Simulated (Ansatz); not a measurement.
Given:

PbSe:
```cif
data_PbSe
_chemical_formula_sum 'Se1 Pb1'
_space_group_name_H-M_alt 'P 1'
_space_group_IT_number 1
_cell_length_a 4.36832
_cell_length_b 4.36832
_cell_length_c 4.36832
_cell_angle_alpha 60.000
_cell_angle_beta 60.000
_cell_angle_gamma 60.000
loop_
_space_group_symop_operation_xyz
  'x, y, z'
loop_
_atom_site_label
_atom_site_type_symbol
_atom_site_fract_x
_atom_site_fract_y
_atom_site_fract_z
_atom_site_occupancy
Se1 Se 0.00000 0.00000 0.00000 1
Pb1 Pb 0.50000 0.50000 0.50000 1
```

This is the r²SCAN-relaxed structure.

**Question.** All from r²SCAN in the plane-wave PAW code Ansatz, unless another level is named. Estimate the hole effective mass with spin–orbit coupling.

**Answer.** 0.029, 0.029, 0.069 mₑ (principal values).

**Question.** What about the band gap?

**Answer.** 0.66 eV (direct).

**Question.** Predict the HSE06 gap on the r²SCAN cell.

**Answer.** 0.79 eV.

**Question.** And the formation energy from the elements (no fitted shifts)?

**Answer.** -65 kJ/mol of atoms.

Space group Fm-3m (rock salt). The cell was relaxed with r²SCAN under the symmetry of its start; of distortions, only those at the zone centre were tested. The references are the lowest solids computed at this level, not always the standard phases. Scalar-relativistic: spin–orbit coupling is off unless named, which matters more the heavier the elements.

Potentials: the later of the program's two PAW sets.
